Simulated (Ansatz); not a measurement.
Ti (hcp, Mg type)

```xyz
2
Lattice="2.9390 0.0000 0.0000 -1.4695 2.5452 0.0000 0.0000 0.0000 4.6501" Properties=species:S:1:pos:R:3 pbc="T T T"
Ti     0.0000     1.6968     3.4876
Ti     1.4695     0.8484     1.1625
```

The slice is a (-1 1 0 2) plane (indices of the conventional cell) through the point (0.333, 0.667, 0.750) (fractional), spanned by u = [110] and v = [1 -1 1] in vectors of this cell: u (2.94 Å) and v (6.89 Å, at 90° to u). It covers one period; positions are fractions (u, v).

Computed with PBE (plane waves to 420 eV, PAW, scalar-relativistic; Ansatz, a quantum-chemistry and plane-wave program). k mesh 18×18×10. These are valence fields of a PAW run, semicore shells included where kept as valence: close to a nucleus they are smooth pseudo fields. Ti is run without spin polarisation. Ti was relaxed with its symmetry unable to fall.

Task: Sketch the valence electron density on this plane as a map.

Result: 
```
|998855110000115588|
|665522110000112255|
|111100000000000011|
|000000000000000000|
|000000000000000000|
|000000000000000000|
|000000000000000000|
|000000000000000000|
|000000000000000000|
|332211000000001122|
|665522110000112255|
|776633110000113366|
|664422000000002244|
|222200000000000022|
|000000000000000000|
|000000000000000000|
|111100000000000011|
|665522000000002255|
|998855110000115588|
|999966220000226699|
```
Scale: ten equal steps from -0.80 (start of '0') to 1.01 (end of '9'), in the order '0123456789'. Values: log₁₀ of the valence density in e/Å³. The map has 9 points along u (two characters each, u = 0 at the left) and 20 along v (v = 0 in the bottom row). The scale is logarithmic, as a density can span decades between atoms and voids.
